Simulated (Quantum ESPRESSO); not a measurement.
**Kohn-Sham bands of HfSi2 (Cmcm)**

```yaml
crystal:
  lattice:
    - [3.64678, 0.00000, 0.00000]
    - [0.00000, 0.00000, -3.64861]
    - [-1.82339, 7.29594, 0.00000]
  atoms:
    - { symbol: Hf, position: [0.10574, 0.75000, 0.21148] }
    - { symbol: Hf, position: [0.89426, 0.25000, 0.78852] }
    - { symbol: Si, position: [0.74979, 0.75000, 0.49958] }
    - { symbol: Si, position: [0.25021, 0.25000, 0.50042] }
    - { symbol: Si, position: [0.55283, 0.25000, 0.10566] }
    - { symbol: Si, position: [0.44717, 0.75000, 0.89434] }
```

Structure: Materials Project mp-1069, symmetrised, not relaxed again. COD (Crystallography Open Database) has an entry of this formula and space group (matched by these alone). Computed values, not measurements, from PBEsol: Quantum ESPRESSO (norm-conserving PseudoDojo potentials, cutoff 47 Ry, no spin polarisation, no spin-orbit coupling) on a Γ-centred 6×6×6 mesh, then Wannier90. Density: 10×8×10 mesh, cold smearing 0.01 Ry. Spin-orbit coupling is left out although heavy elements are present.

**Question.** List the Kohn-Sham levels between −8 and 3.0 eV relative to the Fermi level at the high-symmetry points, as a band run of pw.x on that density gives them (levels within 2 meV counted together).

**Answer.** 
```json
[
 {"point": "Γ", "k (reciprocal lattice)": "0.000 0.000 0.000", "levels (eV)": "-3.82, -3.28, -3.21, -2.91, -2.66, -2.61, -2.58, -2.56, -0.11, 1.10, 1.36, 1.61, 1.91, 2.14, 2.37, 2.44, 2.69"},
 {"point": "Y", "k (reciprocal lattice)": "0.000 0.000 0.500", "levels (eV)": "-7.20, -5.39, -3.56, -3.20, -3.04, -2.92, -2.88, -2.09, -1.68, 0.36, 1.25, 1.34, 1.55, 1.90, 2.07, 2.42, 2.47, 2.95"},
 {"point": "C_0", "k (reciprocal lattice)": "0.469 0.000 0.266", "levels (eV)": "-6.60, -5.38, -4.38, -3.59, -3.23, -1.73, -1.65, -1.03, -0.69, -0.16, 0.82, 1.01, 1.53, 2.41, 2.72"},
 {"point": "Σ_0", "k (reciprocal lattice)": "0.531 0.000 -0.266", "levels (eV)": "-6.60, -5.38, -4.38, -3.59, -3.23, -1.73, -1.65, -1.03, -0.69, -0.16, 0.82, 1.01, 1.53, 2.41, 2.72"},
 {"point": "Z", "k (reciprocal lattice)": "0.000 -0.500 0.000", "levels (eV)": "-5.41 (×2), -2.50 (×2), -2.02 (×2), -0.04 (×2), 0.00 (×2), 1.64 (×2), 2.30 (×2)"},
 {"point": "A_0", "k (reciprocal lattice)": "0.531 -0.500 -0.266", "levels (eV)": "-7.55 (×2), -6.19 (×2), -4.18 (×2), -3.57 (×2), -2.41 (×2), 1.56 (×2)"},
 {"point": "E_0", "k (reciprocal lattice)": "0.469 -0.500 0.266", "levels (eV)": "-7.55 (×2), -6.19 (×2), -4.18 (×2), -3.57 (×2), -2.41 (×2), 1.56 (×2)"},
 {"point": "T", "k (reciprocal lattice)": "0.000 -0.500 0.500", "levels (eV)": "-4.23 (×2), -3.30 (×2), -2.25 (×2), -0.94 (×2), 0.02 (×2), 2.43 (×2)"},
 {"point": "S", "k (reciprocal lattice)": "0.500 0.000 0.000", "levels (eV)": "-6.67, -5.15, -4.78, -3.59, -2.74, -2.06, -1.62, -0.94, -0.55, -0.46, 0.78, 0.81, 2.06, 2.33, 2.91"},
 {"point": "R", "k (reciprocal lattice)": "0.500 -0.500 0.000", "levels (eV)": "-7.51 (×2), -6.19 (×2), -4.27 (×2), -3.58 (×2), -2.41 (×2), 1.87 (×2), 2.80 (×2)"}
]
```
